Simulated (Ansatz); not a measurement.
# K: energy along a strain

K, Im-3m, a = 5.236 Å (as given, not relaxed at this level: -0.4 GPa). Ansatz: LDA, PAW, 420 eV, Γ-centred 14×14×14 mesh on 1 atom, Gaussian smearing 0.15 eV; no spin polarisation. Cell vectors (Å): -2.618 2.618 2.618; 2.618 -2.618 2.618; 2.618 2.618 -2.618. The cell is strained by x per cent times the pattern (0 1 0 0 0 0) in the order xx yy zz yz xz xy (engineering shears), with fractional coordinates held. y is the free energy over the start, V0 = 71.774 Å³/atom.

```tsv
x (%)	y (meV/atom)
-4.00	?
-3.00	-4.72
-2.00	-3.31
-1.00	-1.74
0.00	0.00
1.00	1.88
2.00	3.91
3.00	6.05
3.50	7.17
4.00	8.32
```

Q: Fit y = c1 x + c2 x² + c3 x³ to the other rows, get the stiffness along the pattern, and predict the missing energy.

A: Least squares on the rows shown. y = 1.811 x + 0.07409 x² − 0.001760 x³. The clamped-ion stiffness p·C·p = 2 × 0.7409 eV × 160.2 / 71.774 Å³ = 3.3 GPa, which is C22 in these axes (C11 of the cubic crystal) (second derivative at the start, which stands under stress). At x = -4.00 the fit asked for gives -5.95 meV/atom. The run gave -5.94 meV/atom, so the fit is 0.01 meV/atom too low, a small miss on the scale of the series.